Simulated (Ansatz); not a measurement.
Consider the following.

Generalised stacking fault of Sc (hcp, Mg type) on the (0001) plane. The cell below holds the perfect crystal with the plane normal along z; tilting its third vector by the shift puts one fault into each cell, between planes 2.58 Å apart, at fixed cell height.

```
CELL_PARAMETERS angstrom
      3.31943     0.00000     0.00000
      1.65971     2.87471     0.00000
      0.00000     0.00000    15.49912
ATOMIC_POSITIONS crystal
  Sc 0.33333 0.33333 0.08333
  Sc 0.33333 0.33333 0.41667
  Sc 0.33333 0.33333 0.75000
  Sc 0.66667 0.66667 0.91667
  Sc 0.66667 0.66667 0.25000
  Sc 0.66667 0.66667 0.58333
```

In-plane vectors a = (3.319, 0.000) Å, b = (1.660, 2.875) Å, area 9.54 Å². The shift is s times the vector a + b (length 5.749 Å), so s = 1 restores the start. Atoms relax along the normal only. γ = [E(shift) − E(0)] / area.

All values below come from PBE (plane waves to 420 eV, PAW, scalar-relativistic; Ansatz, a first-principles code). k mesh 14×14×3 (Γ-centred), Fermi-Dirac smearing 0.05 eV. Energies are extrapolated to zero smearing. With partly filled bands, the k mesh leaves noise in γ, roughly 0.02 J/m² as judged from a few cases. Faults lie only 15.5 Å apart, and holding the cell height raises γ above its relaxed value. Sc is run without spin polarisation. Sc was relaxed with its symmetry unable to fall. γ is measured from zero shift.

The scan covers s from 0.000 to 0.917 in 12 points.

Does γ have a local minimum between the ends of the line, and at which s?

s = 0.667.

At which s is γ highest?

s = 0.333.

What is the highest γ among twelve even steps of s?

0.63 J/m².

What is γ at the local minimum s = 0.667?

0.17 J/m².

Which barrier is met on the easier way from s = 0 (or 1) to s = 0.667?

0.23 J/m².

(The slope of γ gives the shear force per area between the displaced halves; near zero shift its curvature is an elastic stiffness.)
